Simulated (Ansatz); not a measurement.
A Ti₇O₁₆ cell: a crystal with Ti atoms taken out, relaxed.

```
Ti O
1.0
     4.69542   -4.68217   -0.00002
    -4.68122   -4.66798    0.00086
    -0.00653    4.67562   -6.07428
Ti O
7 16
Direct
  0.75104 0.74999 0.49944
  0.49551 0.49445 0.98851
  0.00653 0.00548 0.01034
  0.62643 0.12548 0.25058
  0.36695 0.86586 0.73131
  0.13511 0.63394 0.26751
  0.87513 0.37442 0.74823
  0.75054 0.44441 0.49944
  0.50175 0.19962 0.00087
  0.25099 0.93708 0.49947
  0.00033 0.69821 0.99798
  0.31923 0.10362 0.20544
  0.06861 0.87081 0.74177
  0.82637 0.62851 0.25710
  0.61297 0.39764 0.79326
  0.75139 0.05554 0.49933
  0.50156 0.80175 0.00089
  0.25072 0.56277 0.49938
  0.00013 0.30038 0.99801
  0.88850 0.10210 0.20517
  0.67549 0.87132 0.74162
  0.43339 0.62919 0.25729
  0.18262 0.39654 0.79372
```

Theory: Ansatz 0.2.0, DFT PBE+U, scalar-relativistic, plane waves, PAW.

Settings: cutoff 420 eV, Γ-centred mesh 6×6×6 on the computed 23-atom cell, Gaussian smearing of 0.10 eV; U_eff Ti 4.00 eV on the d shells (Löwdin-orthogonalised atomic orbitals); no spin polarisation.

Describe its local order.

Counting as bonded all pairs within 1.2 times the summed covalent radii, but none from a metal cation to another cation:

```json
{"atom → neighbour": "O → Ti", "mean count": "2.62", "mean length (Å)": "1.98", "spread (Å)": "0.08"}
{"atom → neighbour": "Ti → O", "mean count": "6.00", "mean length (Å)": "1.98", "spread (Å)": "0.08"}
```

Angles between all pairs of such bonds at an atom (mean ± spread): 122 ± 17° at O, 107 ± 34° at Ti.

Does it have a gap?

It has no gap on the mesh. Levels at Γ next to the Fermi level (eV from it): -0.82, -0.39, -0.37, -0.30, -0.22, -0.12, 0.09, 0.22, 0.54, 3.31, 3.52, 3.58.

The final mesh leaves forces up to 0.09 eV/Å and stresses up to 0.3 GPa: the relaxation ran on a coarser mesh, so the cell's shape, its bonds and its energy belong partly to that mesh.

Spin polarisation was left out, and a magnetic state may lie lower.

Cost: 2 runs of about 24 core-minutes in all (earlier runs that led there not counted), on Intel Xeon Platinum 8259CL (Skylake/Cascade Lake) (shared hosts).